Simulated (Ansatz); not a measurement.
CaCd3F8 on the sites of the fluorite structure (relaxed group Cmmm): a relaxation of cell and atoms in Ansatz (r2SCAN). It starts from the PBE minimum.

Input (YAML):
```yaml
crystal:
  lattice:
    - [3.884548719, -5.4900155865, 0.0]
    - [3.884548719, 5.4900155865, 0.0]
    - [0.0, 0.0, 3.8797908212]
  atoms:
    - { symbol: Cd, position: [0.0, 0.5, 0.0] }
    - { symbol: F, position: [0.3750563736, 0.125300889, 0.5] }
    - { symbol: F, position: [0.125300889, 0.3750563736, 0.5] }
    - { symbol: Cd, position: [0.5, 0.5, 0.5] }
    - { symbol: F, position: [0.8750079157, 0.1249920843, 0.0] }
    - { symbol: F, position: [0.6249144389, 0.3750855611, 0.0] }
    - { symbol: Ca, position: [0.0, 0.0, 0.5] }
    - { symbol: F, position: [0.3750855611, 0.6249144389, 0.0] }
    - { symbol: F, position: [0.1249920843, 0.8750079157, 0.0] }
    - { symbol: Cd, position: [0.5, 0.0, 0.0] }
    - { symbol: F, position: [0.874699111, 0.6249436264, 0.5] }
    - { symbol: F, position: [0.6249436264, 0.874699111, 0.5] }
kpoints:
  mp_grid: { grid: [4, 4, 6] }
hamiltonian:
  xc: r2scan
scf:
  occupations: { method: fermi_dirac, width: 0.02 }
relax:
  f_tol: 0.005
  cell: {}
```

It took 13 s on 1 × NVIDIA H100 80GB HBM3 with 2 threads of AMD EPYC 7R13 Processor (Zen 3), on a shared host; peak host memory 1.2 GiB.

Output, abridged:
```
Functional definition: r2SCAN
Crystal: 12 atoms, lattice volume = 165.483 Å³
Basis set: ecut = 500 eV, 4213 PW (Γ)
Bands: 76, of which v1, the nominal top of the filled ones, is band 63 counted from 1 (62 counted from 0)
Symmetry: 8 space group operations
Space group: Cmmm (ITA 65)
k-points: 28 of 96
SCF 1 converged in 8 iterations: F = -33116.118212 eV  dr2 = 2.71e-8
relax step 1: F+E_penalty+E_count = -33116.11821174 eV  max|allowed force component| = 8.684e-2 eV/Å  Δτ_max = 0.0000 Å  P = -4.645 GPa  Ω = 165.483 Å³
SCF 2 converged in 7 iterations: F = -33116.246325 eV  dr2 = 8.55e-7
relax step 2: F+E_penalty+E_count = -33116.24632509 eV  max|allowed force component| = 5.577e-2 eV/Å  Δτ_max = 0.0125 Å  P = +0.366 GPa  Ω = 157.091 Å³
SCF 3 converged in 5 iterations: F = -33116.247018 eV  dr2 = 2.95e-7
relax step 3: F+E_penalty+E_count = -33116.24701807 eV  max|allowed force component| = 1.475e-2 eV/Å  Δτ_max = 0.0069 Å  P = -0.025 GPa  Ω = 157.629 Å³
SCF 4 converged in 5 iterations: F = -33116.247095 eV  dr2 = 5.21e-9
relax step 4: F+E_penalty+E_count = -33116.24709502 eV  max|allowed force component| = 1.169e-3 eV/Å  Δτ_max = 0.0015 Å  P = -0.007 GPa  Ω = 157.609 Å³
SCF 5 converged in 6 iterations: F = -33116.239046 eV  dr2 = 3.30e-11
relax step 5: F+E_penalty+E_count = -33116.23904629 eV  max|allowed force component| = 1.147e-3 eV/Å  Δτ_max = 0.0000 Å  P = +0.018 GPa  Ω = 157.609 Å³  (SCF on a basis re-selected at this cell)
Free energy (F): -33116.239046 eV
Fermi energy:    7.393961 eV
--- Per-component energies (eV) ---
  E_band       = -1787.574375
  E_kinetic    = 3464.583980
  E_local      = -15063.916242
  E_nonlocal   = 760.931201
  E_hartree    = 6548.714573
  E_xc         = -1275.751041
  E_vxc        = -1858.231834
  E_paw        = -14817.586160
  E_vpaw       = -2318.106806
  E_vtau       = 129.726771
  E_ewald      = -12731.058487
  E_core_change = -2.166110
--- Forces (eV/Å), atoms counted from 1 ---
  atom   1  Cd      0.00000      0.00000      0.00000
  atom   2  F       0.00038      0.00085      0.00000
  atom   3  F       0.00038    -0.00085      0.00000
  atom   4  Cd      0.00000      0.00000      0.00000
  atom   5  F       0.00000    -0.00087      0.00000
  atom   6  F       0.00000      0.00115      0.00000
  atom   7  Ca      0.00000      0.00000      0.00000
  atom   8  F       0.00000    -0.00115      0.00000
  atom   9  F       0.00000      0.00087      0.00000
  atom  10  Cd      0.00000      0.00000      0.00000
  atom  11  F     -0.00038      0.00085      0.00000
  atom  12  F     -0.00038    -0.00085      0.00000
--- Stress (GPa, compression-positive) ---
        0.019441       0.000000       0.000000
        0.000000       0.017139       0.000000
        0.000000       0.000000       0.017685
  P = ⅓ Tr σ = 0.0181 GPa (0.181 kbar)
--- Relaxed structure (4 steps of the walk, 4 accepted, 1 SCFs on fresh bases) ---
  F+E_penalty+E_count = -33116.23904629 eV   max|allowed force component| = 1.147e-3 eV/Å
  cell:  # Å, volume = 157.6093 Å³
    - [3.821663, -5.401771, 0.000000]
    - [3.821663, 5.401771, 0.000000]
    - [0.000000, 0.000000, 3.817361]
  atoms:
    - { symbol: Cd, position: [0.000000, 0.500000, 0.000000] }
    - { symbol: F, position: [0.375996, 0.125680, 0.500000] }
    - { symbol: F, position: [0.125680, 0.375996, 0.500000] }
    - { symbol: Cd, position: [0.500000, 0.500000, 0.500000] }
    - { symbol: F, position: [0.874362, 0.125638, 0.000000] }
    - { symbol: F, position: [0.624847, 0.375153, 0.000000] }
    - { symbol: Ca, position: [0.000000, 0.000000, 0.500000] }
    - { symbol: F, position: [0.375153, 0.624847, 0.000000] }
    - { symbol: F, position: [0.125638, 0.874362, 0.000000] }
    - { symbol: Cd, position: [0.500000, 0.000000, 0.000000] }
    - { symbol: F, position: [0.874320, 0.624004, 0.500000] }
    - { symbol: F, position: [0.624004, 0.874320, 0.500000] }
```

The walk took 4 steps and changed the volume by -4.8 %. The last SCF, on a fresh basis, lies 10.1 meV an atom below the first. At the end: space group Cmmm (No. 65), orthorhombic; a = 7.643 Å, b = 10.804 Å, c = 3.817 Å in the conventional setting, 13.13 Å³ an atom. Cd is surrounded by 8 F at 2.34 Å; F is surrounded by 3 Cd at 2.34 Å and 1 Ca at 2.35 Å; F is surrounded by 2 Cd at 2.34 Å and 2 Ca at 2.34 Å; F is surrounded by 4 Cd at 2.34 Å; Ca is surrounded by 8 F at 2.34–2.35 Å.

(Calculated; spin-unpolarised; the phase may be known or hypothetical.)
